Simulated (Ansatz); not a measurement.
Input:

ZnSe (zinc blende)

```
CELL_PARAMETERS angstrom
      0.00000     2.83273     2.83273
      2.83273     0.00000     2.83273
      2.83273     2.83273     0.00000
ATOMIC_POSITIONS crystal
  Se 0.75000 0.75000 0.75000
  Zn 0.00000 0.00000 0.00000
```

Scan: atom 2 (Zn, nearest neighbour Se at 2.453 Å; its periodic images, 4.0 Å or more away, move with it) is displaced along Cartesian x, direction (1.000, 0.000, 0.000) in Cartesian axes, by s. The other atoms stay.

Computed with r2SCAN (plane waves to 500 eV, PAW, scalar-relativistic; Ansatz, a quantum-chemistry and plane-wave program). k mesh 8×8×8 (Γ-centred), Fermi-Dirac smearing 0.05 eV. Energies are smeared free energies. ZnSe was relaxed with its symmetry unable to fall. ΔE is measured from the undisplaced structure.

The scan covers s from -0.740 to 0.740 Å in 11 points.

Q: Is this a single well or a double well?

A: A single well with its minimum at or next to zero displacement.

Q: Is the energy the same for equal positive and negative displacements?

A: Even: the same for both signs. With its periodic images moving along, the atom's site symmetry in this cell is -43m.

Q: What is the energy change at s = 0.740 Å?

A: 1284 meV/cell.

Q: What force acts on the atom along the line at s = -0.740 Å?

A: 2.88 eV/Å.

Q: What is the force constant k = d²E/ds² of this move at s = 0?

A: 5.49 eV/Å².

(For displaced atoms, the force is minus the slope of the energy, and its curvature is a force constant, which sets phonon frequencies.)
